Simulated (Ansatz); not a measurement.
Generalised stacking fault of Rh (fcc, Cu type) on the {111} plane. The cell below holds the perfect crystal with the plane normal along z; tilting its third vector by the shift puts one fault into each cell, between planes 2.21 Å apart, at fixed cell height.

```yaml
crystal:
  lattice:
    - [2.70841, 0.00000, 0.00000]
    - [1.35420, 2.34555, 0.00000]
    - [0.00000, 0.00000, 13.26842]
  atoms:
    - { symbol: Rh, position: [0.00000, 0.00000, 0.91667] }
    - { symbol: Rh, position: [0.66667, 0.66667, 0.08333] }
    - { symbol: Rh, position: [0.33333, 0.33333, 0.25000] }
    - { symbol: Rh, position: [0.00000, 0.00000, 0.41667] }
    - { symbol: Rh, position: [0.66667, 0.66667, 0.58333] }
    - { symbol: Rh, position: [0.33333, 0.33333, 0.75000] }
```

In-plane vectors a = (2.708, 0.000) Å, b = (1.354, 2.346) Å, area 6.35 Å². The shift is s times the vector a + b (length 4.691 Å), so s = 1 restores the start. Atoms relax along the normal only. γ = [E(shift) − E(0)] / area.

All values below come from PBE (plane waves to 420 eV, PAW, scalar-relativistic; Ansatz, a first-principles code). k mesh 16×16×3 (Γ-centred), Fermi-Dirac smearing 0.05 eV. Energies are extrapolated to zero smearing. Stress and pressure are positive under compression. With partly filled bands, the k mesh leaves noise in γ, roughly 0.02 J/m² as judged from a few cases. Faults lie only 13.3 Å apart, and holding the cell height raises γ above its relaxed value. Rh is run without spin polarisation. Rh was relaxed with its symmetry unable to fall. The PAW data are Ansatz's earlier set. γ is measured from zero shift.

```
s      γ (meV/Å²)  σ normal to the fault (GPa)
-----  ----------  ---------------------------
0.000           0                         -0.1
0.083          23                            ?
0.167          59                          6.3
0.250          69                            ?
0.333          68                          9.5
0.417          70                            ?
0.500          61                          6.5
0.583          32                          2.2
0.667           ?                          0.1
0.750          24                          1.4
0.833          29                          2.3
0.917           ?                          1.2
```

Task: Complete the blanks.

Result: 
- 0.083, σ normal to the fault (GPa): 2.0
- 0.250, σ normal to the fault (GPa): 8.9
- 0.417, σ normal to the fault (GPa): 9.0
- 0.667, γ (meV/Å²): 14
- 0.917, γ (meV/Å²): 16

(The slope of γ gives the shear force per area between the displaced halves; near zero shift its curvature is an elastic stiffness.)
